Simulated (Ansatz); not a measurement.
A geometry of InSe away from equilibrium: step 4 of the relaxation of a relaxed InSe cell shaken by Gaussian noise of σ = 0.08 Å a coordinate. The numbers are results of PBEsol (plane waves to 420 eV, PAW, scalar-relativistic; Ansatz, a quantum-chemistry and plane-wave program), not measurements. Γ-centred k-mesh 3×3×6 on the run's cell (coarser than for final values), Fermi–Dirac smearing 0.05 eV.

```xyz
8
Lattice="8.0574 0.0505 0.0045 0.0505 8.2085 -0.0048 0.0022 -0.0024 4.0554" Properties=species:S:1:pos:R:3 pbc="T T T"
Se     6.0557     1.8616     2.0109
Se     2.0233     2.2190    -0.0288
Se     6.1207     5.9762    -0.0456
Se     2.0787     6.3221     2.0170
In     7.0863     7.2967     1.9841
In     3.3462     5.3075    -0.0100
In     4.8015     2.8953    -0.0136
In     1.0564     0.8982     1.9947
```

Predict the force on each atom, in eV/Å.


```json
[
 {"atom": "Se1", "Fx": "0.00", "Fy": "-0.04", "Fz": "0.01"},
 {"atom": "Se2", "Fx": "-0.02", "Fy": "-0.09", "Fz": "-0.02"},
 {"atom": "Se3", "Fx": "0.02", "Fy": "0.09", "Fz": "0.02"},
 {"atom": "Se4", "Fx": "0.02", "Fy": "0.05", "Fz": "0.00"},
 {"atom": "In5", "Fx": "-0.10", "Fy": "0.08", "Fz": "-0.01"},
 {"atom": "In6", "Fx": "0.22", "Fy": "-0.04", "Fz": "-0.01"},
 {"atom": "In7", "Fx": "-0.24", "Fy": "0.03", "Fz": "-0.01"},
 {"atom": "In8", "Fx": "0.11", "Fy": "-0.07", "Fz": "0.02"}
]
```

What is the pressure?

0.0 GPa, compression positive.

How much energy per atom can still be gained by relaxing?

0.07 eV/atom; the path ends in P4₂/m (No. 84).

No spin polarisation in the result.

The end of the path is a generated cell of InSe: the first start was made by placing the elements on the sites of a structure type, and the end was not matched to a known phase here, so it may be hypothetical. Known forms of InSe include space group No. 194.
